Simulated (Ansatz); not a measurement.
C:
```cif
data_C6
_chemical_formula_sum 'C6'
_space_group_name_H-M_alt 'R-3m :H'
_space_group_IT_number 166
_space_group_name_Hall '-R 3 2"'
_cell_length_a 2.45578
_cell_length_b 2.45578
_cell_length_c 10.64125
_cell_angle_alpha 90.000
_cell_angle_beta 90.000
_cell_angle_gamma 120.000
loop_
_atom_site_label
_atom_site_type_symbol
_atom_site_symmetry_multiplicity
_atom_site_Wyckoff_symbol
_atom_site_fract_x
_atom_site_fract_y
_atom_site_fract_z
_atom_site_occupancy
C1 C 6 c 0.00000 0.00000 0.33333 1
```
(The calculation used a cell of 2 atoms; values per cell refer to that cell.)

Relaxed at zero pressure with r²SCAN (plane waves, PAW; program Ansatz).

Q: The volume is raised by 9 % and shape and atoms relax at that volume. What pressure results, and how do the axes share the change?

A: -0.9 GPa; a 0.1 %, b 0.1 %, c 8.8 %; the energy rises by 3 meV/atom.

Q: Give the new structure.

A: 
Space group R-3m, hexagonal axes (No. 166); a = 2.458 Å, b = 2.458 Å, c = 11.577 Å, α = 90.00°, β = 90.00°, γ = 120.00°

```json
[
 {"atom": "C", "site": "6c", "symmetry": "3m", "x": "0.0000", "y": "0.0000", "z": "0.3333"}
]
```

The phase is kept; no other phase was compared at this pressure.

The first step of the workflow began from a Materials Project structure, measured or hypothetical; the Crystallography Open Database files this formula in space group No. 166, but the cells were not matched. It is not the phase usual at ambient conditions (space group No. 194, 227). The cell was relaxed with r²SCAN under the symmetry of its start; its stability against distortions is not shown here. A crystal of weakly bound layers computed without a dispersion correction: the cell and the soft elastic constants depend strongly on that.

Potentials: the later of the program's two PAW sets.
